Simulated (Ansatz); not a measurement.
**How far is PAW off for In?**

```
CELL_PARAMETERS angstrom
1.68633 0.97360 8.20746
-1.68633 0.97360 8.20746
0.00000 -1.94721 8.20746
ATOMIC_POSITIONS crystal
In 0.00000 0.00000 0.00000
In 0.77801 0.77801 0.77801
In 0.22199 0.22199 0.22199
```

Atoms are numbered in the order listed.

Structure from Materials Project entry mp-1184502 (possibly hypothetical), not relaxed further. The listed cell was then made from it by scaling, straining or moving an atom.

Spin–orbit coupling is left out, though it moves levels of the heavy atoms by tenths of an eV or more.

Methods: DFT, PBEsol, PAW with Ansatz's default frozen-core files, scalar-relativistic (Ansatz 0.2.0); DFT, PBEsol, all-electron PAW with datasets made for the crystal, scalar-relativistic (Ansatz 0.2.0); DFT, PBEsol, all-electron LAPW, scalar-relativistic (Ansatz 0.2.0).

For PAW: a Γ-centred 14×14×14 k mesh, Fermi–Dirac smearing of 0.05 eV, cutoff 420 eV, no spin polarisation; the PAW files were made with PBE, and the program remakes their frozen cores for this functional. The crystal-made all-electron datasets (AE datasets) take a cutoff of 240 eV at this cell. LAPW targets a basis error of 0.5 meV/atom. The Ansatz runs share mesh, smearing and spin set-up. Plane-wave (PAW) pressures include the program's estimate of the Pulay term.

Stress and pressure are positive in compression.

The change that made this cell: equal xx and yy strain of +1 %.

No spin–orbit coupling: at heavy atoms the gradients can be off by tens of per cent for that reason.

In a metal, gradients converge slowly with the k mesh: the values move by tens of per cent from one mesh to another, at times in sign, so only the comparison on one mesh counts.

```tsv
quantity	PAW	AE datasets	LAPW
pressure (GPa)	-1.90	-1.90	-1.90
stress xx (GPa)	-1.99	-1.99	-1.99
stress zz (GPa)	-1.73	-1.73	-1.73
field gradient Vzz at In2 (10²¹ V/m²)	-0.72	-0.73	–
```

PAW's pressure differs from the LAPW value by about 0.01 GPa or less.
